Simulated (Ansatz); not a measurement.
**Levels of theory for OsFI (Janus 2H monolayer)**

All numbers come from Ansatz. Values at 0 K without nuclear motion; no magnetic order is allowed, and the phase may be a hypothetical one.

The cell is OsFI (Janus 2H monolayer); cell and atoms were relaxed with r2SCAN. The sheet's in-plane cell has a = 3.670 Å, b = 3.670 Å (γ = 120.0°), and its outermost atoms lie 2.70 Å apart along the normal. Around Os lie 3 I at 2.49 Å and 3 F at 2.53 Å; around F lie 3 Os at 2.53 Å; around I lie 3 Os at 2.49 Å.

Relaxed lattice by functional, symmetry kept:

| functional | k mesh | a (Å) | thickness (Å) |
| --- | --- | --- | --- |
| PBE | 12×12×1 | 3.187 | 3.48 |
| r2SCAN | 12×12×1 | 3.670 | 2.70 |
| PBEsol | 12×12×1 | 3.113 | 3.49 |
| LDA | 12×12×1 | 3.090 | 3.46 |
| HSE06 | 6×6×1 | 3.664 | 2.69 |

Band edges at fixed r2SCAN geometry:

| level | k mesh | gap (eV) | kind | edges | least direct gap (eV) | rough cost |
| --- | --- | --- | --- | --- | --- | --- |
| LDA | 12×12×1 | 0.69 | indirect | (0.130, 0.432, 0) → M | 0.80 | 23 core-seconds |
| PBE | 12×12×1 | 0.77 | indirect | M–K (0.40) → M | 0.88 | 30 core-seconds |
| PBE+SOC | 12×12×1 | 0.45 | indirect | (0.130, 0.432, 0) → Γ–M (0.83) | 0.61 | 2.9 core-minutes |
| r2SCAN | 12×12×1 | 1.07 | indirect | (0.130, 0.432, 0) → M | 1.17 | 50 core-seconds |
| HSE06 | 6×6×1 | 1.93 | indirect | (0.130, 0.432, 0) → M | 2.02 | 12 core-minutes |
| PBE0 | 6×6×1 | 2.65 | indirect | (0.130, 0.432, 0) → M | 2.75 | 11 core-minutes |
| Hartree-Fock | 6×6×1 | 8.74 | indirect | Γ–M (0.33) → Γ | 8.91 | 14 core-minutes |

PBE, PBE+SOC: smearing of 0.02 eV; the others have fixed occupations.
Wave cutoffs: 420 eV, 500 eV (r2SCAN).
Points off the special ones are mesh points or PBE's searched band edges, reused at the other levels. Run but not listed, since they were read on a mesh alone, on too coarse a mesh, or into states of the vacuum: LC-ωPBE.
Costs come from shared machines and give only the order; PBE's includes the band path. The runs had 4 threads of Arm Neoverse V1, on a shared host.

The HSE06 gap is indirect, 1.93 eV (k = (0.130, 0.432, 0) to M), below the direct gap of 2.02 eV at M–K (0.10 of the way from M). Spin-orbit coupling changes the PBE gap by -0.317 eV, to 0.45 eV.

r2SCAN covers 26 % of the step from PBE to HSE06, while HSE06 needs about 13 times r2SCAN's rough cost (on a coarser mesh). Spin-orbit coupling moves the least or the direct gap by up to 0.32 eV, so it has to be included where a tenth of an eV counts. Among these functionals the gap stays indirect.

Only the levels marked +SOC include spin-orbit coupling.

Coordinates of k points refer to the reciprocal vectors of the primitive cell of the runs.

For some runs the program warns that the potential is rough where the density is thin, which bears on empty states near the vacuum.
